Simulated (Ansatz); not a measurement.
Relaxed ZrPbO₃ (cubic perovskite):

```
ZrPbO3
1.0
    8.21717     0.00000     0.00000
    0.00000     4.10859     0.00000
    0.00000     0.00000     4.10859
Zr Pb O
2 2 6
Direct
  0.00000   0.00000   0.00000
  0.50000   0.00000   0.00000
  0.25000   0.50000   0.50000
  0.75000   0.50000   0.50000
  0.25000   0.00000   0.00000
  0.75000   0.00000   0.00000
  0.00000   0.50000   0.00000
  0.50000   0.50000   0.00000
  0.00000   0.00000   0.50000
  0.50000   0.00000   0.50000
```

The atoms are displaced by Q × the pattern below (from a DFPT mode at X = (0.5, 0.0, 0.0), largest move 1; Q in Å), at fixed cell. (q is in reciprocal vectors of the primitive cell; the cell shown is doubled to hold the pattern.)

| atom | x | y | z |
|---|---|---|---|
| Zr1 | -0.557 | 0.000 | 0.000 |
| Zr2 | 0.557 | 0.000 | 0.000 |
| O7 | -1.000 | 0.000 | 0.000 |
| O8 | 1.000 | 0.000 | 0.000 |
| O9 | -1.000 | 0.000 | 0.000 |
| O10 | 1.000 | 0.000 | 0.000 |

Atoms not listed stay in place.

Method: LDA (plane waves to 420 eV, PAW, scalar-relativistic; Ansatz, a program for electronic structure). k mesh 4×8×8 (Γ-centred), Fermi-Dirac smearing 0.05 eV. E stands for the smeared free energy. Spin-orbit coupling is left out, though Pb is heavy. This is a high-temperature form of ZrPbO3. ZrPbO3 is run without spin polarisation. ZrPbO3 was relaxed with its symmetry unable to fall. The zero of ΔE is the undisplaced structure.

Predict the ΔE (meV/cell) at Q (Å) = -0.100, -0.033, 0.017, 0.033, 0.050.


```
Q (Å)   ΔE (meV/cell)
------  -------------
-0.100          100.0
-0.033           11.1
0.017             2.8
0.033            11.1
0.050            24.9
```

(A displaced cell: forces are minus the slopes of the energy, force constants its curvatures, and phonons follow from these.)
